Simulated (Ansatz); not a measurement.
## Competing collinear orders in GdAl (Pm-3m)

The source of the geometry is a structure from the Materials Project, repeated to hold the magnetic orders; atoms and cell stay fixed.

Functional, mesh and filling: r²SCAN, 8×8×4 k mesh, Fermi–Dirac smearing of 0.05 eV. PAW means Ansatz 0.2.0 on its default frozen-core files. Site moments are integrated in spheres about the atoms.

The reference run was typed so:

```yaml
crystal:
  lattice:
    - [3.62796413, 0.0, 0.0]
    - [0.0, 3.62796413, 0.0]
    - [0.0, 0.0, 7.25592826]
  atoms:
    - { symbol: Gd, position: [0.0, 0.0, 0.0], spin: 7.0 }
    - { symbol: Gd, position: [0.0, 0.0, 0.5], spin: 7.0 }
    - { symbol: Al, position: [0.5, 0.5, 0.25] }
    - { symbol: Al, position: [0.5, 0.5, 0.75] }
magnetization:
  spin_polarized: true
kpoints:
  mp_grid: { grid: [8, 8, 4] }
scf:
  occupations: { method: fermi_dirac, width: 0.05 }
hamiltonian:
  xc: r2scan
  pseudopotentials: { kind: paw }
output:
  forces: true
  stress: true
  eigenvalues: true
  populations: true
```

Command: `ansatz run input.yaml --threads 2 --pin off --max-ram 6144MiB --backend cpu --events-out ev --progress --plain --runs-dir out`

The input for «start Gd1↑ Gd2↓» by PAW differs from it in these lines, output keys apart:

```diff
-    - { symbol: Gd, position: [0.0, 0.0, 0.5], spin: 7.0 }
+    - { symbol: Gd, position: [0.0, 0.0, 0.5], spin: -7.0 }
```

Energies count from the run that starts all moments parallel. Patterns list the atoms that start with 0.5 μB or more.

| start | ΔF PAW (meV/atom) | largest moment, PAW (μB) | M, PAW (μB/cell) | order at the end, PAW | P, PAW (GPa) |
| --- | --- | --- | --- | --- | --- |
| Gd1↑, Gd2↑ | 0.0 | 7.13 | 14.34 | kept | 0.1 |
| Gd1↑, Gd2↓ | -27.1 | 7.27 | 0.00 | kept | 0.3 |
| no spin polarisation | +3984.6 | 0.00 | 0.00 | – | 2.4 |

Problem. Map the PAW energies of the orders that kept their pattern on E = −Σ J s_i s_j over ordered pairs, with couplings only between Gd atoms 3.63 Å apart. What J follows?

Solution. Per Gd atom, ΔE = Σ J·(n_parallel state − n_order), where n is the mean of Σ s_i s_j over a shell: Gd1↑, Gd2↓ has ΔE = -54.2 meV and Δn = 4.0. This gives J(3.63 Å) = -13.55 meV, which fits exactly since there are as many orders as couplings. All other shells are lumped into these numbers, so they are effective couplings.

The lowest of these ends as follows. Site moments (μB): Gd1 7.27, Gd2 -7.27, Al3 0.00, Al4 0.00. Cell moment 0.00 μB. Orders of other supercells weren't tried and can lie lower.

The PAW files were made with PBE; the program remakes their cores once for the run's functional and then keeps them frozen. Without U a semilocal functional puts the f levels too near the Fermi level, which can change moments and the order of magnetic states; site and cell moments are spin moments. Spin–orbit coupling is left out although heavy atoms are present. In at least one run the program's final test of stability wasn't made or came to no verdict. With open f shells a run can end in a state that isn't the lowest. The magnetic state is the one that this cell and start allow. It needn't be the compound's measured order, which may need a larger cell or be absent. Left out because it may lie on a higher state: LAPW, parallel moments.
